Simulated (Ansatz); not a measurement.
Geometry optimisation in Ansatz: input, command and trajectory.

```yaml
crystal:
  lattice:
    - [6.632871815, 0.0, 0.0]
    - [-3.3164359075, 5.7442354918, 0.0]
    - [0.0, 0.0, 3.1502551351]
  atoms:
    - { symbol: Nb, position: [0.4009948631, 0.4009948631, 0.5] }
    - { symbol: Nb, position: [0.5990051369, 0.0, 0.5] }
    - { symbol: Nb, position: [0.0, 0.5990051369, 0.5] }
    - { symbol: Si, position: [0.6666666667, 0.3333333333, 0.0] }
    - { symbol: Si, position: [0.3333333333, 0.6666666667, 0.0] }
    - { symbol: Si, position: [0.0, 0.0, 0.5] }
    - { symbol: Re, position: [0.739300553, 0.739300553, 0.0] }
    - { symbol: Re, position: [0.260699447, 0.0, 0.0] }
    - { symbol: Re, position: [0.0, 0.260699447, 0.0] }
basis:
  ecutwfc: 420
kpoints:
  mp_grid: { grid: [6, 6, 12] }
hamiltonian:
  xc: pbesol
scf:
  occupations: { method: gaussian, width: 0.1 }
output:
  forces: true
  stress: true
  eigenvalues: true
relax:
  adjacent_minimum: "off"
  f_tol: 0.01
  max_steps: 30
  cell: { stress_tol: 0.1, fix: [volume] }
```

```bash
ansatz run input.yaml --threads 2 --pin off --max-ram 5120MiB --backend cpu --events-out ev --progress --plain --runs-dir out
```

All numbers below come from DFT PBEsol, scalar-relativistic, plane waves, PAW (Ansatz 0.2.0).

The volume is held at 0.91 times that of the relaxed cell.

Of 4 frames 3 are shown, positions in Å and forces in eV/Å; the SCF threshold varies from step to step. Steps run on the plane waves of an earlier cell, with a Pulay correction in the pressure. The basis is chosen afresh for the last frame, the zero of the energies, and at times for earlier ones too; energy and pressure can step there, also at an unchanged geometry. Where two frames share a geometry here, they differ by under 2 meV/atom and 0.3 GPa.

```xyz
9
Lattice="6.6329 0.0000 0.0000 -3.3164 5.7442 0.0000 0.0000 0.0000 3.1503" Properties=species:S:1:pos:R:3:forces:R:3 pbc="T T T" step=1 free_energy_over_end_meV_per_atom=0.27 pressure_GPa=30.23
Nb    1.3299    2.3034    1.5751    0.0155    0.0269    0.0000
Nb    3.9731    0.0000    1.5751   -0.0310    0.0000    0.0000
Nb   -1.9866    3.4408    1.5751    0.0155   -0.0269    0.0000
Si    3.3164    1.9147    0.0000    0.0000    0.0000    0.0000
Si    0.0000    3.8295    0.0000    0.0000    0.0000    0.0000
Si    0.0000    0.0000    1.5751    0.0000    0.0000    0.0000
Re    2.4518    4.2467    0.0000   -0.0333   -0.0578    0.0000
Re    1.7292    0.0000    0.0000    0.0667    0.0000    0.0000
Re   -0.8646    1.4975    0.0000   -0.0333    0.0578    0.0000
9
Lattice="6.6505 0.0000 0.0000 -3.3253 5.7595 0.0000 0.0000 0.0000 3.1335" Properties=species:S:1:pos:R:3:forces:R:3 pbc="T T T" step=2 free_energy_over_end_meV_per_atom=0.03 pressure_GPa=30.02
Nb    1.3331    2.3091    1.5668   -0.0234   -0.0406    0.0000
Nb    3.9843    0.0000    1.5668    0.0468    0.0000    0.0000
Nb   -1.9921    3.4505    1.5668   -0.0234    0.0406    0.0000
Si    3.3253    1.9198    0.0000    0.0000    0.0000    0.0000
Si    0.0000    3.8397    0.0000    0.0000    0.0000    0.0000
Si    0.0000    0.0000    1.5668    0.0000    0.0000    0.0000
Re    2.4554    4.2528    0.0000   -0.0096   -0.0166    0.0000
Re    1.7398    0.0000    0.0000    0.0192    0.0000    0.0000
Re   -0.8699    1.5067    0.0000   -0.0096    0.0166    0.0000
9
Lattice="6.6499 0.0000 0.0000 -3.3249 5.7590 0.0000 0.0000 0.0000 3.1342" Properties=species:S:1:pos:R:3:forces:R:3 pbc="T T T" step=4 free_energy_over_end_meV_per_atom=0.00 pressure_GPa=30.02
Nb    1.3316    2.3065    1.5671    0.0017    0.0029    0.0000
Nb    3.9866    0.0000    1.5671   -0.0034    0.0000    0.0000
Nb   -1.9933    3.4525    1.5671    0.0017   -0.0029    0.0000
Si    3.3249    1.9197    0.0000    0.0000    0.0000    0.0000
Si    0.0000    3.8393    0.0000    0.0000    0.0000    0.0000
Si    0.0000    0.0000    1.5671    0.0000    0.0000    0.0000
Re    2.4546    4.2515    0.0000   -0.0010   -0.0017    0.0000
Re    1.7407    0.0000    0.0000    0.0020    0.0000    0.0000
Re   -0.8704    1.5075    0.0000   -0.0010    0.0017    0.0000
```

It took 59 s on 2 threads of Arm Neoverse V2 (shared host), peak memory 0.57 GiB.

Spin–orbit coupling is left out, which can shift energies with elements as heavy as these.